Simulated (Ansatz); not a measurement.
# Is this Al5Fe2Co3 structure a true minimum?

The cell was found from a structure generator's guess, not taken from experiment.

All numbers below come from Ansatz, DFT PBE, scalar-relativistic, plane waves, PAW. Plane waves to 420 eV, a k mesh through Γ of 14×14×4 on the computed 10-atom cell and Gaussian smearing (0.10 eV); collinear spin from starting moments 0.0 0.0 0.0 0.0 0.0 0.0 -0.1 -0.1 0.7 0.7 μB.

The cell below (10 atoms, space group P4/mmm (No. 123)) is relaxed within its symmetry.

```
Al Co Fe
1.0
     2.85861    0.00000    0.00000
     0.00000    2.85861    0.00000
     0.00000    0.00000   14.31022
Al Co Fe
5 3 2
Cartesian
  0.0000 0.0000 12.8788
  0.0000 0.0000 1.4314
  0.0000 0.0000 4.2988
  0.0000 0.0000 7.1551
  0.0000 0.0000 10.0114
  1.4293 1.4293 0.0000
  1.4293 1.4293 2.8398
  1.4293 1.4293 11.4705
  1.4293 1.4293 5.7218
  1.4293 1.4293 8.5884
```

For the test it was strained at random (σ = 1.5 % a component), the atoms were moved at random (σ = 0.05 Å), and all was relaxed again on a coarse 8×8×2 mesh (in the run’s order of axes) with 0.20 eV smearing, with no symmetry imposed.

Another magnetic order may lie lower.

**Question.** What happens?

**Answer.** It returns, within 1 meV/atom of the unmoved cell on that mesh and with the same symmetry when read at 0.1 Å. No instability shows in this cell; modes of other wave vectors, which need another repeat, aren't tested.
